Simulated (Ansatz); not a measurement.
Li2H6Pt in space group Fm-3m (No. 225; Li on 8c, H on 24e, Pt on 4a) under volume change, r²SCAN (plane waves, PAW; program Ansatz), shape and atoms relaxed at each volume.

| V (Å³/atom) | E − E(relaxed) (meV/atom) | P (GPa) |
|---|---|---|
| 7.573 | 8.2 | 3.84 |
| 7.822 | 3.4 | 2.37 |
| 8.072 | 0.8 | 1.08 |
| 8.322 | 0.0 | -0.01 |
| 8.571 | 0.7 | -0.92 |
| 8.821 | 2.8 | -1.67 |
| 9.071 | 6.0 | -2.37 |

Task: What does a third-order Birch–Murnaghan fit give for V₀, B₀ and B′?

Result: V₀ = 8.32 Å³/atom, B₀ = 33.1 GPa, B′ = 4.4.

The workflow started from a Materials Project entry (that database holds measured and hypothetical structures alike); the Crystallography Open Database copy checked does not list it. Its standing as an ambient phase is unchecked. The cell was relaxed with r²SCAN under the symmetry of its start; whether a distortion lowers the energy is not shown. The run is not spin-polarised. Spin–orbit coupling is left out wherever it is not named.

Potentials: the later of the program's two PAW sets.
